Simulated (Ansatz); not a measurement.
## Equation of state of SrSnPt

A database entry relaxed whole under r2SCAN (Pnma):

```
CELL_PARAMETERS angstrom
7.71125 0.00000 0.00000
0.00000 4.74186 0.00000
0.00000 0.00000 8.00665
ATOMIC_POSITIONS crystal
Sr 0.01957 0.25000 0.68297
Sr 0.48043 0.75000 0.18297
Sr 0.51957 0.25000 0.81703
Sr 0.98043 0.75000 0.31703
Sn 0.16328 0.25000 0.07637
Sn 0.33672 0.75000 0.57637
Sn 0.66328 0.25000 0.42363
Sn 0.83672 0.75000 0.92363
Pt 0.30060 0.25000 0.39543
Pt 0.19940 0.75000 0.89543
Pt 0.80060 0.25000 0.10457
Pt 0.69940 0.75000 0.60457
```

The cell was scaled uniformly, its shape held, and the atoms relaxed at each volume with plane-wave PAW DFT (Ansatz 0.2.0; r2SCAN, 500 eV, 5×7×4 Γ-centred mesh, fermi-dirac occupations of width 0.100 eV; no spin, no spin-orbit coupling). One row is withheld.

| volume (Å³/atom) | energy over the lowest (meV/atom) | pressure (GPa) |
| --- | --- | --- |
| 22.934 | 23.5 | 5.59 |
| 23.421 | 9.9 | 3.50 |
| 23.909 | 2.3 | 1.65 |
| 24.397 | 0.0 | 0.00 |
| 24.885 | ? | ? |
| 25.373 | 9.1 | -2.76 |
| 25.861 | 19.5 | -3.90 |

Q: Fit the pressures of the other rows to the third-order Birch-Murnaghan form.

A: With f = [(V₀/V)^(2/3) − 1]/2 and P = 3B₀f(1 + 2f)^(5/2)[1 + 3(B₀′ − 4)f/2], least squares gives V₀ = 24.40 Å³ an atom, B₀ = 77.4 GPa and B₀′ = 5.0; the rows miss the fit by less than 0.01 GPa. The slope of the energies differs from these pressures by 0.07 GPa, since they are taken to zero smearing while pressures follow the free energy.

Q: What does the withheld row hold?

A: The fit gives -1.46 GPa at 24.885 Å³; the run gave -1.47 GPa and 2.5 meV an atom.

Caveats: the shape of the cell was held, so B₀ is an upper bound where the axes differ in stiffness; 0 K, fixed nuclei; the symmetry was kept, and this need not be the phase that is stable at 0 K; one mesh for all volumes; every run is gapless at this level; pressure is positive in compression.
